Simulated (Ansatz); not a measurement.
# Mo: from a starting cell to a relaxed one

The start is a relaxed Mo cell shaken by Gaussian noise of σ = 0.08 Å a coordinate. A full variable-cell relaxation at zero pressure is run with PBEsol (plane waves to 420 eV, PAW, scalar-relativistic; Ansatz, a first-principles code). The first steps use a coarse 7×7×7 k-mesh.

The start:
```
Mo
1.0
    4.99510     0.00000     0.00000
    0.00000     4.99510     0.00000
    0.00000     0.00000     4.99510
Mo
8
Cartesian
  1.05509  -0.05492   2.42171
  3.82730   0.06854   2.53928
 -0.08465   2.50125   1.19427
  0.07625   2.53554   3.69861
  2.50872   1.26743   0.07723
  2.45223   3.82846   0.05563
 -0.11953   0.04446  -0.00294
  2.58653   2.52042   2.45938
```

Task: Is the parent structure recovered?

Result: It returns to the parent structure, Pm-3n (No. 223).

Task: How do the shortest distances between atoms change?

Result: The closest pairs of elements (up to four, under 3.6 Å), start → end: Mo–Mo 2.23 → 2.50 Å.

Task: Is the relaxed structure metallic? Give its gap.

Result: No gap (metallic).

It ends as:

```cif
data_Mo8
_chemical_formula_sum 'Mo8'
_space_group_name_H-M_alt 'Pm-3n'
_space_group_IT_number 223
_space_group_name_Hall '-P 4n 2 3'
_cell_length_a 4.99510
_cell_length_b 4.99510
_cell_length_c 4.99510
_cell_angle_alpha 90.000
_cell_angle_beta 90.000
_cell_angle_gamma 90.000
loop_
_atom_site_label
_atom_site_type_symbol
_atom_site_symmetry_multiplicity
_atom_site_Wyckoff_symbol
_atom_site_fract_x
_atom_site_fract_y
_atom_site_fract_z
_atom_site_occupancy
Mo1 Mo 6 c 0.00000 0.50000 0.25000 1
Mo2 Mo 2 a 0.00000 0.00000 0.00000 1
```

Final values are on a 9×9×9 k-mesh of the relaxed cell. The start holds a very short contact (Mo–Mo 2.23 Å). No spin polarisation in the result.

The relaxed structure here is a generated cell of Mo: the first start was made by placing the elements on the sites of a structure type, and the end was not matched to a known phase here, so it may be hypothetical. Known forms of Mo include space group No. 229.
